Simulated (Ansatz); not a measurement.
According to plane-wave PAW r²SCAN (Ansatz code), TiC in the hexagonal phase (P6_3/mmc; Ti on 2c, C on 2d) relaxes to a = 3.605 Å, c = 4.285 Å. C has 5 nearest neighbours from 2.08 Å (trigonal bipyramidal). Against the elements it lies at -0.74 eV/atom, with no fitted shifts.

Electronic character: metallic (no gap).

The bulk modulus is 203 GPa. The relaxed-ion elastic constants in GPa are C11 = 271, C12 = 208, C13 = 96.5, C33 = 524, C44 = 156. The elastic constants imply a Debye temperature near 667 K. Bader charges are Ti +1.81, C -1.81 e.

The start of the workflow was typed in or built on a structure type; neither database checked (COD, Materials Project) lists it. It is not the phase usual at ambient conditions (space group No. 225). Symmetry was held in the r²SCAN relaxation; whether a distortion lowers the energy is not shown. No spin polarisation was allowed. The volume moved by -16 % from the start of the relaxation. As this level gives no gap, shear constants depend on the k-mesh and smearing (Fermi–Dirac, 0.1 eV here). The references are the lowest solids computed at this level, not always the standard phases.

Potentials: the later of the program's two PAW sets.
